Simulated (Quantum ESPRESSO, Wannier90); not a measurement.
Wannierisation of ZrPbO3 (Amm2)

```
CELL_PARAMETERS angstrom
      4.17636     0.00000     0.00000
      0.00000     2.98069     3.06698
      0.00000    -2.98069     3.06698
ATOMIC_POSITIONS crystal
  Zr 0.50000 0.50688 0.50688
  Pb 0.00000 0.94502 0.94502
  O  0.50000 0.03203 0.56315
  O  0.50000 0.56315 0.03203
  O  0.00000 0.55991 0.55991
```

Structure: Materials Project mp-20337, symmetrised, not relaxed again. COD (Crystallography Open Database) has the formula in 2 space groups, this one among them (matched by group alone). Computed values, not measurements, from PBEsol: Quantum ESPRESSO (norm-conserving PseudoDojo potentials, cutoff 68 Ry, no spin polarisation, no spin-orbit coupling) on a Γ-centred 6×4×4 mesh, then Wannier90. Density: 8×8×8 mesh, cold smearing 0.01 Ry. Spin-orbit coupling is left out although heavy elements are present.

The lattice is scaled uniformly with fixed fractional positions (axis ratios and free coordinates are held, so this isn't the response to pressure), and at each scale an atom-like model (Zr d, Pb sp, O p; disentangled, num_iter = 0) is made. Listed is the largest hopping of each kind of orbital pair shown, with the distance of the two functions' centres at scale 1; the mesh was not varied.

| scale | gap (eV) | modulus of t, O5 px–Zr1 dx2-y2 at 2.11 Å (eV) | modulus of t, O5 pz–Pb2 pz at 2.65 Å (eV) | modulus of t, O5 pz–Pb2 s at 2.35 Å (eV) |
|---|---|---|---|---|
| 0.960 | 2.604 | 2.472 | 2.039 | 1.872 |
| 0.980 | 2.613 | 2.308 | 1.932 | 1.777 |
| 1.000 | 2.606 | 2.152 | 1.825 | 1.688 |
| 1.020 | 2.579 | 2.009 | 1.727 | 1.602 |
| 1.040 | 2.412 | 1.874 | 1.641 | 1.517 |

Question: With |t| ∝ d^(−η), find η for each hopping from the ends of the series, and the volume deformation potential of the gap at scale 1.

Answer: 
- O5 px–Zr1 dx2-y2 at 2.11 Å: η = −ln(1.874/2.472)/ln(1.040/0.960) = 3.5
- O5 pz–Pb2 pz at 2.65 Å: η = −ln(1.641/2.039)/ln(1.040/0.960) = 2.7
- O5 pz–Pb2 s at 2.35 Å: η = −ln(1.517/1.872)/ln(1.040/0.960) = 2.6
Harrison's rules would take η = 3.5, 2.0, 2.0 for these pairs; they describe atomic orbitals, while these are orthogonalised and change shape with the volume.
Volume deformation potential of the gap: dE_g/d ln V = (2.579 − 2.613)/(3 ln(1.020/0.980)) = -0.3 eV. The slope changes along the series, so this value holds near scale 1 alone.
